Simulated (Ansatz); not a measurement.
Relaxed-ion elastic tensor of In2O3 (bixbyite, Ia-3) in GPa (Voigt order), plane-wave PAW PBE (Ansatz code); density 6.77 g/cm³, 13.62 Å³ per atom.

```
 221   104   104   0.0   0.0   0.0
 104   221   104   0.0   0.0   0.0
 104   104   221   0.0   0.0   0.0
 0.0   0.0   0.0  55.9   0.0   0.0
 0.0   0.0   0.0   0.0  55.9   0.0
 0.0   0.0   0.0   0.0   0.0  55.9
```

Task: Is the crystal mechanically stable?

Result: Yes: the smallest eigenvalue of C is 55.9 GPa.

Task: Work out the Voigt, Reuss and Hill averages.

Result: K_V = 143, K_R = 143, K_H = 143; G_V = 56.9, G_R = 56.9, G_H = 56.9 GPa.

Task: Give Young's modulus, Poisson's ratio, Pugh's ratio and the universal anisotropy index.

Result: E = 9KG/(3K + G) = 151 GPa; ν = 0.32; K/G = 2.51 (ductile by the Pugh limit of 1.75); A_U = 5G_V/G_R + K_V/K_R − 6 = 0.00.

Task: Estimate the sound speeds and the Debye temperature.

Result: v_l = √((K + 4G/3)/ρ) = 5690 m/s, v_t = √(G/ρ) = 2900 m/s, mean 3250 m/s; Θ = (h/k)(3n/4πV)^(1/3) v_m = 405 K.

Task: Give the Zener ratio and Young's modulus along [100], [110] and [111].

Result: A = 2C44/(C11 − C12) = 0.95; 1/E = S11 − 2(S11 − S12 − S44/2)Γ with Γ = 0, 1/4, 1/3 gives 155, 150, 148 GPa.

The PBE relaxation kept the symmetry of its start.

Potentials: the later of the program's two PAW sets.
